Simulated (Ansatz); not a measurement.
Li$_{2}$Pd in space group P6/mmm (No. 191; Pd on 1a, Li on 2d), a = 4.1903 Å, b = 4.1903 Å, c = 2.6754 Å, α = 90.00°, β = 90.00°, γ = 120.00°.

Relaxed with PBEsol.

Task: Which orbitals make up the states near the Fermi level in DFT-PBEsol in the program Ansatz with PAW potentials?

Result: Within 0.5 eV of the Fermi level: Li 2s 51 %, Pd 4d 19 %, outside the projected shells 29 %. Projections are on Löwdin-orthogonalised atomic valence shells; empty p or d shells of many metals are not among them.

Task: Tabulate the density of states.

Result: States/eV per cell of 3 atoms, in 0.25 eV bins, energy from the Fermi level.

```csv
E (eV),total,Pd 4d,Li 2s,Li 1s
-5.45,0.00,0.00,0.00,0.00
-5.20,0.12,0.01,0.09,0.01
-4.95,0.30,0.04,0.21,0.02
-4.70,0.59,0.17,0.34,0.02
-4.45,0.91,0.39,0.38,0.02
-4.20,0.60,0.21,0.30,0.01
-3.95,0.54,0.17,0.30,0.01
-3.70,1.84,1.36,0.39,0.02
-3.45,5.26,4.45,0.68,0.03
-3.20,3.49,2.92,0.47,0.01
-2.95,5.46,4.86,0.46,0.01
-2.70,4.47,3.88,0.42,0.01
-2.45,4.50,4.17,0.19,0.00
-2.20,5.56,5.13,0.20,0.00
-1.95,3.82,3.42,0.20,0.00
-1.70,2.89,2.30,0.33,0.01
-1.45,2.39,1.96,0.24,0.00
-1.20,2.69,2.40,0.17,0.00
-0.95,0.53,0.23,0.21,0.00
-0.70,0.57,0.18,0.26,0.00
-0.45,0.60,0.16,0.29,0.00
-0.20,0.67,0.15,0.34,0.00
0.05,0.74,0.14,0.39,0.00
0.30,0.84,0.13,0.44,0.01
0.55,1.00,0.12,0.47,0.01
0.80,1.22,0.11,0.50,0.01
1.05,1.11,0.09,0.38,0.01
1.30,1.12,0.06,0.34,0.01
1.55,1.12,0.07,0.26,0.01
1.80,0.94,0.08,0.20,0.01
2.05,0.81,0.06,0.17,0.01
2.30,0.74,0.05,0.16,0.01
2.55,0.70,0.04,0.14,0.01
2.80,0.65,0.03,0.12,0.01
3.05,0.62,0.03,0.11,0.01
3.30,0.58,0.02,0.09,0.00
3.55,0.55,0.02,0.08,0.00
3.80,0.53,0.02,0.07,0.00
4.05,0.53,0.02,0.06,0.00
4.30,0.48,0.01,0.06,0.00
4.55,0.43,0.01,0.05,0.00
4.80,0.36,0.01,0.05,0.00
```

The workflow started from an entry of the Crystallography Open Database (COD). Its standing as an ambient phase is unchecked. Symmetry was held in the PBEsol relaxation. At this level the phase is dynamically unstable (imaginary phonons). No spin polarisation was allowed. Axis ratios of metals converge slowly with the k-mesh, so a and c are less sure than the volume. Spin–orbit coupling is left out wherever it is not named.

Potentials: the later of the program's two PAW sets.
